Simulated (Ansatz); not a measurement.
An ordered 8-atom cell of Al3BP4 on the zincblende lattice (R3m) at its r2SCAN geometry, run in the PAW code Ansatz at 3 levels of theory. No spin polarisation. The prototype was imposed, so other structures may be more stable.

The r2SCAN input:
```yaml
crystal:
  lattice:
    - [1.8584583598, 1.0729814343, 12.3044800043]
    - [-1.8584583598, 1.0729814343, 12.3044800043]
    - [0.0, -2.1459628687, 12.3044800043]
  atoms:
    - { symbol: B, position: [1.0019564212, 0.0019564212, 0.0019564212] }
    - { symbol: Al, position: [0.2543370839, 0.2543370839, 0.2543370839] }
    - { symbol: Al, position: [0.5001433801, 0.5001433801, 0.5001433801] }
    - { symbol: Al, position: [0.7459216288, 0.7459216288, 0.7459216288] }
    - { symbol: P, position: [0.318531276, 0.318531276, 0.318531276] }
    - { symbol: P, position: [0.5639782732, 0.5639782732, 0.5639782732] }
    - { symbol: P, position: [0.8097368478, 0.8097368478, 0.8097368478] }
    - { symbol: P, position: [0.0553950892, 0.0553950892, 0.0553950892] }
kpoints:
  mp_grid: { grid: [8, 8, 8] }
  band_path:
    path:
      - [0.0, 0.0, 0.0]
      - [-0.5, -0.5, -0.5]
      - [-0.5, -0.1717361842, -0.8282638158]
      - [-0.1717361842, 0.1717361842, -0.5]
      - [0.0, 0.0, -0.5]
      - [0.0, 0.3358680921, -0.3358680921]
      - [-0.3358680921, 0.0, -0.6641319079]
      - [-0.5, 0.0, -0.5]
    npoints: 1
hamiltonian:
  xc: r2scan
scf:
  occupations: { method: fixed }
  n_extra_bands: 6
output:
  forces: true
  stress: true
  eigenvalues: true
  write_density: true
  write_potential: true
  elf: true
  volumetric_format: npy
```

Main results, then, where recorded, the levels near the gap in eV from the Fermi energy (columns number the bands from 0), one row a point of the path (Γ, T, H₂, H₀, L, S₀, S₂, F):
```
Crystal: 8 atoms, lattice volume = 147.218 Å³
Symmetry: 6 space group operations
Space group: R3m (ITA 160)
```
```
Basis set: ecut = 500 eV, 3771 PW (Γ), FFT grids on a1−a2, a2, −a2+a3
Bands: 22, of which v1, the nominal top of the filled ones, is band 16 counted from 1 (15 counted from 0)
k-points: 65 of 512 (time reversal used)
Free energy (F): -4818.197136 eV
Fermi energy:    5.735630 eV
--- Forces (eV/Å), atoms counted from 1 ---
  atom   1  B       0.00000      0.00000      0.00039
  atom   2  Al      0.00000      0.00000    -0.00193
  atom   3  Al      0.00000      0.00000    -0.00098
  atom   4  Al      0.00000      0.00000    -0.00170
  atom   5  P       0.00000      0.00000    -0.00052
  atom   6  P       0.00000      0.00000    -0.00053
  atom   7  P       0.00000      0.00000      0.00118
  atom   8  P       0.00000      0.00000      0.00405
--- Stress (GPa, compression-positive) ---
        0.021607       0.000000       0.000000
        0.000000       0.021607       0.000000
        0.000000       0.000000      -0.004487
  P = ⅓ Tr σ = 0.0129 GPa (0.129 kbar)
```
```tsv
band_11	band_12	band_13	band_14	band_15	band_16	band_17	band_18
-0.421	-0.421	-0.389	0.000	0.000	1.431	3.611	3.646
-0.713	-0.302	-0.302	-0.079	-0.079	1.471	3.570	3.684
-3.812	-2.856	-2.544	-2.223	-1.976	2.758	2.981	3.669
-3.812	-2.856	-2.544	-2.223	-1.976	2.758	2.981	3.669
-2.375	-2.186	-2.017	-1.441	-1.188	1.684	2.184	2.973
-3.766	-2.876	-2.541	-2.227	-1.955	2.688	3.206	3.360
-3.766	-2.876	-2.541	-2.227	-1.955	2.688	3.206	3.360
-2.838	-2.066	-1.722	-1.331	-1.005	1.499	1.837	2.862
```

With r2SCAN the gap is 1.43 eV and direct, at Γ.

HSE06. Against the first input these blocks differ (the band path and keys that only write files left aside):
```yaml
kpoints:
  mp_grid: { grid: [4, 4, 4] }
hamiltonian:
  xc: hse06
```

```
Basis set: ecut = 420 eV, 2891 PW (Γ), FFT grids on a1−a3, a2−a3, a3
Bands: 22, of which v1, the nominal top of the filled ones, is band 16 counted from 1 (15 counted from 0)
k-points: 13 of 64 (time reversal used)
Exchange kernel: α = 0.2500, screened, ω = 0.2079 Å⁻¹, Wigner–Seitz truncation, v(0) = 1028.6762 eV·Å³, q-mesh 4×4×4
hybrid outer 1: dexx = +1.265e-2 eV, tail = 8.35e-6 eV
hybrid outer 2: dexx = +3.859e-7 eV, tail = 3.59e-9 eV, Δε = 1.09e-3 eV, ΔF = 6.17e-3 eV/Å
Free energy (F): -4797.512875 eV
Fermi energy:    5.429540 eV
--- Forces (eV/Å), atoms counted from 1 ---
  atom   1  B       0.00000      0.00000    -0.05480
  atom   2  Al      0.00000      0.00000    -0.01272
  atom   3  Al      0.00000      0.00000    -0.02314
  atom   4  Al      0.00000      0.00000    -0.04496
  atom   5  P       0.00000      0.00000      0.14736
  atom   6  P       0.00000      0.00000      0.02074
  atom   7  P       0.00000      0.00000      0.02713
  atom   8  P       0.00000      0.00000    -0.05965
--- Stress (GPa, compression-positive) ---
        0.057569       0.000000       0.000000
        0.000000       0.057569       0.000000
        0.000000       0.000000      -0.750206
  P = ⅓ Tr σ = -0.2117 GPa (-2.117 kbar)
```
```tsv
band_11	band_12	band_13	band_14	band_15	band_16	band_17	band_18
-0.449	-0.449	-0.401	0.000	0.000	1.990	4.104	4.285
-0.760	-0.328	-0.328	-0.077	-0.077	2.036	4.008	4.327
-4.024	-2.978	-2.641	-2.301	-2.076	3.181	3.420	4.107
-4.024	-2.978	-2.641	-2.301	-2.076	3.181	3.420	4.107
-2.457	-2.316	-2.123	-1.522	-1.242	2.170	2.567	3.441
-3.972	-2.998	-2.639	-2.308	-2.052	3.112	3.650	3.799
-3.972	-2.998	-2.639	-2.308	-2.052	3.112	3.650	3.799
-2.971	-2.184	-1.819	-1.381	-1.054	1.894	2.337	3.286
```

HSE06 gives an indirect gap of 1.89 eV, from Γ to F; the least direct gap is 1.99 eV at Γ. The mean pressure at these positions is -0.2 GPa, compression counted positive. (The program warns that its thresholds are loose for a hybrid's stress.)

Q: In the first input these blocks are replaced (the band path and keys that only write files left aside):
```yaml
kpoints:
  mp_grid: { grid: [4, 4, 4] }
hamiltonian:
  xc: pbe0
```
What comes out?

A:
```
Basis set: ecut = 420 eV, 2891 PW (Γ), FFT grids on a1−a3, a2−a3, a3
Bands: 22, of which v1, the nominal top of the filled ones, is band 16 counted from 1 (15 counted from 0)
k-points: 13 of 64 (time reversal used)
hybrid outer 1: dexx = +2.066e-2 eV, tail = 2.38e-5 eV
hybrid outer 2: dexx = +2.115e-6 eV, tail = 5.31e-9 eV, Δε = 1.59e-3 eV, ΔF = 5.33e-3 eV/Å
Free energy (F): -4798.790977 eV
Fermi energy:    5.069722 eV
--- Forces (eV/Å), atoms counted from 1 ---
  atom   1  B       0.00000      0.00000    -0.05948
  atom   2  Al      0.00000      0.00000    -0.01337
  atom   3  Al      0.00000      0.00000    -0.02329
  atom   4  Al      0.00000      0.00000    -0.04886
  atom   5  P       0.00000      0.00000      0.14533
  atom   6  P       0.00000      0.00000      0.02079
  atom   7  P       0.00000      0.00000      0.02770
  atom   8  P       0.00000      0.00000    -0.04882
--- Stress (GPa, compression-positive) ---
       -0.095934       0.000000       0.000000
        0.000000      -0.095934       0.000000
        0.000000       0.000000      -0.859858
  P = ⅓ Tr σ = -0.3506 GPa (-3.506 kbar)
```
```tsv
band_11	band_12	band_13	band_14	band_15	band_16	band_17	band_18
-0.460	-0.460	-0.389	0.000	0.000	2.695	4.813	5.004
-0.776	-0.337	-0.337	-0.078	-0.078	2.743	4.716	5.048
-4.089	-3.010	-2.669	-2.322	-2.100	3.874	4.118	4.821
-4.089	-3.010	-2.669	-2.322	-2.100	3.874	4.118	4.821
-2.481	-2.348	-2.145	-1.543	-1.260	2.875	3.267	4.151
-4.035	-3.032	-2.667	-2.330	-2.075	3.803	4.354	4.506
-4.035	-3.032	-2.667	-2.330	-2.075	3.803	4.354	4.506
-2.995	-2.213	-1.846	-1.385	-1.068	2.586	3.040	3.991
```
With PBE0 the valence top lies at Γ and the conduction bottom at F, 2.59 eV higher; the smallest vertical gap, at Γ, is 2.69 eV. The mean pressure at these positions is -0.4 GPa, compression counted positive. (The program warns that its thresholds are loose for a hybrid's stress.)

Small level splittings and stresses of the hybrids carry the error of their coarser meshes.

Totals of different functionals can't be compared.
